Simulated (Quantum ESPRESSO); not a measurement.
**Kohn-Sham bands of InSe (R3m)**

```yaml
crystal:
  lattice:
    - [-2.02335, 3.50454, 0.00000]
    - [-4.04669, 0.00000, 0.00000]
    - [-2.02335, 1.16818, 8.60852]
  atoms:
    - { symbol: In, position: [0.11035, 0.11035, 0.66895] }
    - { symbol: In, position: [0.00183, 0.00183, 0.99451] }
    - { symbol: Se, position: [0.61971, 0.61971, 0.14086] }
    - { symbol: Se, position: [0.82581, 0.82581, 0.52258] }
```

Materials Project entry mp-22691; symmetrised, unrelaxed at this level. COD (Crystallography Open Database) has the formula in 2 space groups, this one among them (matched by group alone). Level: PBEsol, spinors with spin-orbit coupling; pw.x of Quantum ESPRESSO at 69 Ry with PseudoDojo potentials, 4×4×4 k-points, Wannier90. Density: 10×10×10 mesh, Gaussian smearing 0.01 Ry. The cell is built of weakly bound layers, chains or molecules, whose nearest atoms lie 4.03 Å apart. Database cells relaxed without dispersion often hold them too far apart, which can enlarge gaps and weakens couplings between them; spacing and stacking were not compared with the measured crystal.

**Question.** List the Kohn-Sham levels between −8 and 3.3 eV relative to the valence-band maximum at the high-symmetry points, as a band run of pw.x on that density gives them (levels within 2 meV counted together).

**Answer.** 
| point | k (reciprocal lattice) | levels (eV) |
|---|---|---|
| Γ | 0.000 0.000 0.000 | -6.18 (×2), -3.42 (×2), -1.57 (×2), -1.39 (×2), -1.23 (×2), -1.13 (×2), -1.09 (×2), 1.42 (×2), 1.91 (×2) |
| T | 0.000 0.000 -0.500 | -5.92 (×2), -4.12 (×2), -1.49 (×2), -1.34 (×2), -1.20 (×2), -1.01 (×2), 0.00 (×2), 0.31 (×2), 1.95 (×2) |
| H_2 | 0.642 0.321 -0.179 | -6.23, -6.17, -5.49, -5.39, -3.93, -3.88, -3.62, -3.54, -2.49, -2.42, -2.15, -2.11, -1.78, -1.70, 1.75, 1.78, 2.34, 2.46 |
| H_0 | 0.679 0.358 0.179 | -6.23, -6.17, -5.49, -5.39, -3.93, -3.88, -3.62, -3.54, -2.49, -2.42, -2.15, -2.11, -1.78, -1.70, 1.75, 1.78, 2.34, 2.46 |
| L | 0.500 0.000 0.000 | -6.37 (×2), -5.57 (×2), -3.36 (×2), -2.36 (×2), -2.27 (×2), -2.15 (×2), -1.63 (×2), 1.21 (×2), 1.84 (×2) |
| S_0 | 0.679 0.339 0.339 | -6.23, -6.17, -5.49, -5.39, -3.94, -3.89, -3.64, -3.55, -2.52, -2.45, -2.14, -2.09, -1.75, -1.68, 1.79, 1.82, 2.28, 2.40 |
| S_2 | 0.661 0.339 0.000 | -6.23, -6.17, -5.49, -5.39, -3.94, -3.89, -3.64, -3.55, -2.52, -2.45, -2.14, -2.09, -1.75, -1.68, 1.79, 1.82, 2.28, 2.40 |
| F | 0.500 0.500 0.000 | -6.33 (×2), -5.65 (×2), -3.17 (×2), -2.57 (×2), -2.37 (×2), -2.07 (×2), -1.47 (×2), 1.20 (×2), 1.85 (×2), 3.29 (×2) |
